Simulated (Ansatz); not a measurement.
SrGaSnH (space group P3m1)

```
SrGaSnH
1.0
    4.44749     0.00000     0.00000
   -2.22375     3.85164     0.00000
    0.00000     0.00000     5.16386
Sr Ga Sn H
1 1 1 1
Direct
  0.00000   0.00000   0.00245
  0.66667   0.33333   0.59959
  0.33333   0.66667   0.45552
  0.66667   0.33333   0.93173
```

Two coordinates are scanned: the volume, and the ratio of the stretch along z (the conventional c axis) to the stretch across it. Atoms keep their fractional coordinates.

Level of theory: r2SCAN (plane waves to 500 eV, PAW, scalar-relativistic; Ansatz, a quantum-chemistry and plane-wave program). k mesh 9×9×7 (Γ-centred), Fermi-Dirac smearing 0.05 eV. Stress and pressure are positive under compression. As the atoms are clamped, bonds stretch with the cell, which overstates energies and stresses. SrGaSnH was relaxed with its symmetry unable to fall.

Changes of P (GPa) from the point V/V₀ = 1.000, (c/a)/(c/a)₀ = 1.000 when one coordinate moves alone (two changes are said to add if the coupling is within 5 % of the smaller one, nearly so within 20 %):

```csv
point,change
"V/V₀ = 1.000, (c/a)/(c/a)₀ = 0.960",-0.366
"V/V₀ = 1.000, (c/a)/(c/a)₀ = 0.980",-0.198
"V/V₀ = 0.960, (c/a)/(c/a)₀ = 1.000",2.214
"V/V₀ = 0.980, (c/a)/(c/a)₀ = 1.000",1.047
"V/V₀ = 1.020, (c/a)/(c/a)₀ = 1.000",-0.940
"V/V₀ = 1.040, (c/a)/(c/a)₀ = 1.000",-1.783
"V/V₀ = 1.000, (c/a)/(c/a)₀ = 1.020",0.225
"V/V₀ = 1.000, (c/a)/(c/a)₀ = 1.040",0.475
```

Task: What is the change at V/V₀ = 0.960, (c/a)/(c/a)₀ = 0.980, where both move, and how far is it from the sum?

Result: The sum of the single changes is 2.214 + (-0.198) = 2.016; the calculation gives 1.983, so the coupling contributes -0.033 (under 20 % of the smaller single change, nearly additive).

Task: What is the change at V/V₀ = 0.980, (c/a)/(c/a)₀ = 1.020, where both move, and how far is it from the sum?

Result: The sum of the single changes is 1.047 + (0.225) = 1.272; the calculation gives 1.289, so the coupling contributes 0.017 (under 20 % of the smaller single change, nearly additive).

Task: What is the change at V/V₀ = 1.040, (c/a)/(c/a)₀ = 1.040, where both move, and how far is it from the sum?

Result: The sum of the single changes is -1.783 + (0.475) = -1.308; the calculation gives -1.370, so the coupling contributes -0.062 (under 20 % of the smaller single change, nearly additive).

(Under strain, the slope of the energy per volume gives the stress and its curvature an elastic modulus.)
